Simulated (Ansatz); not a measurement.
Here is the system:

TaC:
```
TaC
1.0
    3.00252     0.00000     0.00000
   -1.50126     2.60026     0.00000
    0.00000     0.00000     2.84276
Ta C
1 1
Direct
  0.66667   0.33333   0.00000
  0.00000   0.00000   0.50000
```

This is the LDA-relaxed structure.

All from the program Ansatz at the LDA level (PAW), unless another level is named. Estimate the electronic character.

metallic (no gap).

What about the formation energy from the elements (no fitted shifts)?

-0.25 eV/atom.

Next, the density of states at the Fermi level?

0.76 states/eV per atom (mean over ±0.08 eV).

Space group P-6m2. The workflow started from a Materials Project entry (that database holds measured and hypothetical structures alike); the Crystallography Open Database copy checked does not list it. It is not the phase usual at ambient conditions (space group No. 225). The LDA relaxation kept the symmetry of its start; of distortions, only those at the zone centre were tested. The run is not spin-polarised. The references are the lowest solids computed at this level, not always the standard phases. Scalar-relativistic: spin–orbit coupling is off unless named, which matters more the heavier the elements.

Potentials: the later of the program's two PAW sets.
